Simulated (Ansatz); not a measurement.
Notes on LaAl2BRu2

```yaml
crystal:
  lattice:
    - [4.15330, 0.03585, 0.03309]
    - [0.03585, 4.16713, 0.08042]
    - [0.04449, 0.10813, 5.63127]
  atoms:
    - { symbol: La, position: [0.09716, 0.95838, 0.50607] }
    - { symbol: B, position: [0.95286, 0.00116, 0.04065] }
    - { symbol: Al, position: [0.55997, 0.54787, 0.25407] }
    - { symbol: Al, position: [0.47827, 0.46205, 0.72946] }
    - { symbol: Ru, position: [0.01767, 0.55232, 0.00759] }
    - { symbol: Ru, position: [0.52466, 0.94941, 0.99042] }
```

Method: r2SCAN, collinear spin; PAW, plane waves to 500 eV, 4×4×3 Γ-centred mesh, tetrahedron occupations (Ansatz 0.2.0), atoms fixed.

The state carries no moments; the state need not be the lowest.

Problem. Which element gives electrons and which takes them?

Solution. Bader charges in e: La +1.30, Al +0.80 to +1.19, B -0.00, Ru -1.85 to -1.44. In the mean La gives up most and Ru takes most.

Problem. What is the formation energy?

Solution. -0.17 eV an atom against the elements' usual phases (free molecules for gases, crystals otherwise, with no correction for O₂ or N₂), so it is bound against them; other compounds may still compete. Relaxing would lower it.

Problem. Which atom feels the largest force, and which way?

Solution. The largest is on Ru6: 6.92 eV/Å, components (-3.95, 5.33, -1.96). It makes 120° with the line to a nearest neighbour, B2 at 1.82 Å.

Problem. Metal or insulator?

Solution. It is a metal, with about 1.4 states/eV a cell as the mean within 0.25 eV of the Fermi level, mostly Ru d (39 %), La d (25 %) and Al p (21 %).

Origin: a strained cell with displaced atoms, so it need not be a known compound. Caveats: empty levels are not fully converged; the k mesh is coarse if the cell is a metal; atoms or cell far from equilibrium; forces and stress under tetrahedra may miss the slope of the energy; f levels without a U or exact exchange are poorly placed.
